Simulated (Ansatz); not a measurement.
Cu:
```
Cu
1.0
    0.00000     1.78168     1.78168
    1.78168     0.00000     1.78168
    1.78168     1.78168     0.00000
Cu
1
Cartesian
  0.00000   0.00000   0.00000
```

Relaxed with PBE+D3(BJ). Special points in fractions of this cell's reciprocal vectors: Γ (0.000, 0.000, 0.000); X (0.500, 0.000, 0.500); U (0.625, 0.250, 0.625); K (0.375, 0.375, 0.750); L (0.500, 0.500, 0.500); W (0.500, 0.250, 0.750).

Question: List the band energies nearest the Fermi level at these points for DFT-PBE+D3(BJ) in the program Ansatz with PAW potentials.

Answer: In eV from the Fermi level; about four levels below and three above (degenerate sets whole), none deeper than 8.9 eV; … stands for higher levels left out; points with the same levels are listed once.

```csv
k,below,above
Γ,-3.12 -3.12 -3.12 -2.23 -2.23,…
X,-4.63 -1.63 -1.46 -1.46,1.43 …
U,-4.25 -2.86 -2.09 -1.67,4.43 …
L,-3.16 -3.16 -1.61 -1.61 -1.16,…
W,-3.68 -3.68 -2.28 -1.46,…
```

Space group Fm-3m (fcc (Cu type)). Symmetry was held in the PBE+D3(BJ) relaxation. No spin polarisation was allowed. The pairwise dispersion correction was not fitted to metals.

Potentials: the later of the program's two PAW sets.
